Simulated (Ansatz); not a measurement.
Magnetic states of CoO

```yaml
crystal:
  lattice:
    - [0.00000, 4.26300, 4.26300]
    - [2.13150, 0.00000, 2.13150]
    - [2.13150, 2.13150, 0.00000]
  atoms:
    - { symbol: Co, position: [0.00000, 0.00000, 0.00000] }
    - { symbol: O, position: [0.25000, 0.50000, 0.50000] }
    - { symbol: Co, position: [0.50000, 0.00000, 0.00000] }
    - { symbol: O, position: [0.75000, 0.50000, 0.50000] }
```

All energies were calculated with Ansatz 0.2.0 (r2SCAN; 500 eV; 5×10×10 Γ-centred mesh; fermi-dirac occupations of width 0.050 eV). The atoms are fixed and numbered as listed; spin is collinear, without spin-orbit coupling.

The cycle has several fixed points for this cell. Moments (μB):

| state | Co1 | Co3 | other atoms together | size of the net moment a cell |
| --- | --- | --- | --- | --- |
| A | 0.00 | 0.00 | 0.00 | 0.00 |
| B | 2.52 | -2.52 | 0.00 | 0.00 |
| C | 2.60 | 2.60 | 0.55 | 6.00 |

Site moments are taken in small spheres that don't touch (radius about 0.4 of the atom's shortest bond), so those of the magnetic atoms read low, and they needn't add up to the net moment. State A was run without spin polarisation.

Q: Rank the states by energy at zero smearing.

A: State B (antiparallel, compensated) is lowest; C (parallel moments) lies 51 meV above it, A (without moments) lies 638 meV above it, all counted an atom of the cell.

Q: Which states have a gap on the mesh, and what pressure does each exert on this cell?

A: A: no gap, -26.1 GPa; B: gap 0.92 eV, -4.5 GPa; C: gap 0.42 eV, -1.9 GPa (positive in compression). Moments take up room: without them the pressure is lower, so that state wants a smaller cell.

Q: What do states C and B say about the exchange?

A: Between C and B the moments keep their size (2.60 against 2.52 μB in the mean), so the difference mostly measures the exchange between the flipped sites: the antiparallel order gains 101 meV for each Co atom. The nearest flipped pair stands 3.01 Å apart. Flipped pairs are linked through O; the widest Co–O–Co angle among the nearer links is 180°, at 4.26 Å between the metal atoms. A nearly straight link favours antiparallel spins by superexchange as a rule of thumb, which fits.

Q: How much does the cell gain by forming moments?

A: 638 meV an atom of the cell, or 1276 meV for each Co atom, against state A, which has none. A run without spin would miss this and give wrong energies and forces. That state isn't the paramagnet, which keeps its moments, so this is no ordering energy.

The cell is that of a Crystallography Open Database entry, unchanged but doubled along one cell vector so that moments can oppose.

Caveats: only orders that fit this cell and collinear spins were tried, so the true order may need a larger cell or canted moments; atoms and cell are not relaxed, and each state would relax in its own way; semilocal functionals without U often misplace the states of 3d oxides, halides and chalcogenides; the k mesh is coarse, so differences of a few meV are uncertain where a state is a metal; one start a pattern, so a lower state of the same pattern may exist; the nearest magnetic atoms form triangles, which frustrates antiparallel coupling, so the true order may be non-collinear or need another cell.
